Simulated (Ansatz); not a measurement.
Input and command of a calculation in Ansatz (plane waves; scalar-relativistic PAW potentials unless the input names others):

```yaml
crystal:
  lattice:
    - [0.0, 2.2452319364, 2.2452319364]
    - [2.2452319364, 0.0, 2.2452319364]
    - [2.2452319364, 2.2452319364, 0.0]
  atoms:
    - { symbol: B, position: [0.0, 0.0, 0.0] }
    - { symbol: P, position: [0.75, 0.75, 0.75] }
basis:
  ecutwfc: 420
  xc_grid: 4
kpoints:
  mp_grid: { grid: [10, 10, 10] }
hamiltonian:
  xc: lda
scf:
  occupations: { method: fixed }
  lower_state_search: "off"
output:
  forces: true
  eigenvalues: true
  stress: true
relax:
  adjacent_minimum: "off"
  f_tol: 0.001
  max_steps: 60
  cell: { stress_tol: 0.02, p_target: 12.0 }
```

```bash
ansatz run input.yaml --threads 1 --pin off --max-ram 3072MiB --backend cpu --events-out ev --progress --plain --runs-dir out
```

Abridged log:
```
Basis set: ecut = 420 eV, 459 PW (Γ), exchange–correlation on 96×96×96 points (64 copies of the dense FFT grid, shifted against one another)
Bands: 8, of which v1, the nominal top of the filled ones, is band 4 counted from 1 (3 counted from 0)
Symmetry: 24 space group operations
k-points: 47 of 1000 (time reversal used)
SCF iter   1: F=—  HF=-876.638809 eV  |F-HF|=—  |Δ(HF+E_count)|=         —  Δρ=5.40e-3  dr2=5.14e-3  ethr=1.77e-3  ⟨swp⟩=5.0  Hψ=2748  notcnv=0  defer=87
SCF iter   2: F=—  HF=-876.637890 eV  |F-HF|=—  |Δ(HF+E_count)|=   9.19e-4  Δρ=2.43e-3  dr2=8.35e-4  ethr=6.43e-5  ⟨swp⟩=2.5  Hψ=942  notcnv=0  defer=88
SCF iter   3: F=—  HF=-876.637696 eV  |F-HF|=—  |Δ(HF+E_count)|=   1.93e-4  Δρ=1.09e-3  dr2=1.25e-4  ethr=1.04e-5  ⟨swp⟩=3.0  Hψ=630  notcnv=0  defer=88
SCF iter   4: F=—  HF=-876.637681 eV  |F-HF|=—  |Δ(HF+E_count)|=   1.56e-5  Δρ=4.02e-4  dr2=1.91e-5  ethr=1.56e-6  ⟨swp⟩=1.0  Hψ=376  notcnv=0  defer=81
SCF iter   5: F=—  HF=-876.637678 eV  |F-HF|=—  |Δ(HF+E_count)|=   2.99e-6  Δρ=7.90e-5  dr2=1.02e-6  ethr=2.38e-7  ⟨swp⟩=1.1  Hψ=387  notcnv=0  defer=72
SCF iter   6: F=-876.637677 eV  HF=-876.637677 eV  |F-HF|=2.16e-8  |Δ(HF+E_count)|=   1.61e-7  Δρ=1.07e-5  dr2=3.04e-8  ethr=1.25e-9  ⟨swp⟩=7.6  Hψ=2633  notcnv=0
SCF 1 converged in 6 iterations: F = -876.637677 eV  dr2 = 3.04e-8
relax step   1: F+E_penalty+E_count = -876.63767739 eV  Δ(F+E_penalty+E_count) = +0.000e0 eV  max|allowed force component| = 3.238e-16 eV/Å  Δτ_max = 0.0000 Å  P = +0.002 GPa  Ω = 22.637 Å³  (6 SCF iters, dr2 threshold 1.00e-7 eV, accepted)
Crystal: 2 atoms, lattice volume = 21.815 Å³
Basis set: ecut = 420 eV, 411 PW (Γ), exchange–correlation on 96×96×96 points (64 copies of the dense FFT grid, shifted against one another)
Initial density: handed on by an earlier stage of this run
Initial wavefunctions: those handed on with the density
SCF iter   1: F=—  HF=-876.626514 eV  |F-HF|=—  |Δ(HF+E_count)|=         —  Δρ=7.15e-3  dr2=1.43e-2  ethr=1.80e-4  ⟨swp⟩=1.2  Hψ=2844  notcnv=0  defer=79
SCF iter   2: F=—  HF=-876.621400 eV  |F-HF|=—  |Δ(HF+E_count)|=   5.11e-3  Δρ=1.59e-3  dr2=6.19e-4  ethr=1.79e-4  ⟨swp⟩=2.8  Hψ=645  notcnv=0  defer=88
   ...
SCF iter   1: F=—  HF=-876.589906 eV  |F-HF|=—  |Δ(HF+E_count)|=         —  Δρ=6.80e-5  dr2=1.25e-6  ethr=1.54e-8  ⟨swp⟩=1.0  Hψ=2631  notcnv=0
SCF iter   2: F=—  HF=-876.589905 eV  |F-HF|=—  |Δ(HF+E_count)|=   4.50e-7  Δρ=1.48e-5  dr2=5.10e-8  ethr=1.54e-8  ⟨swp⟩=2.3  Hψ=548  notcnv=0
SCF iter   3: F=-876.589905 eV  HF=-876.589905 eV  |F-HF|=2.35e-9  |Δ(HF+E_count)|=   2.05e-8  Δρ=4.80e-6  dr2=4.75e-9  ethr=1.66e-10  ⟨swp⟩=6.1  Hψ=2334  notcnv=0
SCF 6 converged in 3 iterations: F = -876.589905 eV  dr2 = 4.75e-9
relax step   6: F+E_penalty+E_count = -876.58990520 eV  Δ(F+E_penalty+E_count) = +5.202e-4 eV  max|allowed force component| = 1.110e-16 eV/Å  Δτ_max = 0.0000 Å  P = +12.000 GPa  Ω = 21.298 Å³  energy of the carried Pulay correction = +8.488e-6 eV  (3 SCF iters, dr2 threshold 1.32e-8 eV, accepted)
SCF iter   1: F=—  HF=-876.589906 eV  |F-HF|=—  |Δ(HF+E_count)|=         —  Δρ=5.43e-6  dr2=5.92e-9  ethr=1.33e-6  ⟨swp⟩=2.2  Hψ=3733  notcnv=0  defer=90
SCF iter   2: F=—  HF=-876.589905 eV  |F-HF|=—  |Δ(HF+E_count)|=   8.48e-7  Δρ=2.04e-6  dr2=6.60e-10  ethr=7.39e-11  ⟨swp⟩=3.3  Hψ=716  notcnv=0  defer=77
SCF iter   3: F=—  HF=-876.589905 eV  |F-HF|=—  |Δ(HF+E_count)|=  1.19e-10  Δρ=7.49e-7  dr2=9.40e-11  ethr=8.25e-12  ⟨swp⟩=2.1  Hψ=559  notcnv=0  defer=77
SCF iter   4: F=—  HF=-876.589905 eV  |F-HF|=—  |Δ(HF+E_count)|=  2.71e-11  Δρ=2.15e-7  dr2=5.77e-12  ethr=1.17e-12  ⟨swp⟩=2.2  Hψ=557  notcnv=0  defer=77
SCF iter   5: F=-876.589905 eV  HF=-876.589905 eV  |F-HF|=2.27e-13  |Δ(HF+E_count)|=  6.82e-13  Δρ=1.28e-8  dr2=1.62e-14  ethr=1.00e-12  ⟨swp⟩=9.5  Hψ=2356  notcnv=0
SCF 7 converged in 5 iterations: F = -876.589905 eV  dr2 = 1.62e-14
SCF converged after 5 iterations
Free energy (F): -876.589905 eV
Harris-Foulkes:  -876.589905 eV  (|F-HF|=2.27e-13)
Internal energy: -876.589905 eV  (E = F + TS)
E sigma→0 (E₀):  -876.589905 eV
Fermi energy:    10.352956 eV
--- Forces (eV/Å), atoms counted from 1 ---
  atom   1  B      0.00000000     0.00000000     0.00000000
  atom   2  P      0.00000000     0.00000000     0.00000000
--- Stress (GPa, compression-positive) ---
       12.000118       0.000000       0.000000
        0.000000      12.000118       0.000000
        0.000000       0.000000      12.000118
  P = ⅓ Tr σ = 12.0001 GPa (120.001 kbar)
--- Relaxed structure (5 steps of the walk, 5 accepted, 2 SCFs on fresh bases) ---
  F+E_penalty+E_count = -876.58990520 eV   max|allowed force component| = 7.401e-17 eV/Å   (the final SCF, on the basis selected at the relaxed cell)
  cell:  # Å, volume = 21.2983 Å³
    - [0.0, 2.20007810, 2.20007810]
    - [2.20007810, 0.0, 2.20007810]
    - [2.20007810, 2.20007810, 0.0]
  atoms:
    - { symbol: B, position: [0.0, 0.0, 0.0] }
    - { symbol: P, position: [0.75000000, 0.75000000, 0.75000000] }
```

Apart from outputs and empty bands, the input differs from a reference run on usual settings in basis.xc_grid: not typed → 4; scf.lower_state_search: not typed → "off". The reference, at the same start, ended its own course with a relaxed volume of 10.65 Å³/atom, pressure 12.00 GPa, largest force 0.000 eV/Å, gap on the mesh 1.08 eV. This run converged in 32 SCF iterations over all its steps (reference: 32) with an energy at zero smearing within 0.01 meV/atom of the reference's, a relaxed volume of 10.65 Å³/atom, pressure 12.00 GPa, largest force 0.000 eV/Å, gap on the mesh 1.08 eV.

Time: 20 s on 1 thread of Intel(R) Xeon(R) Platinum 8259CL CPU @ 2.50GHz (Skylake/Cascade Lake), with other jobs on the host, peak memory 0.36 GiB.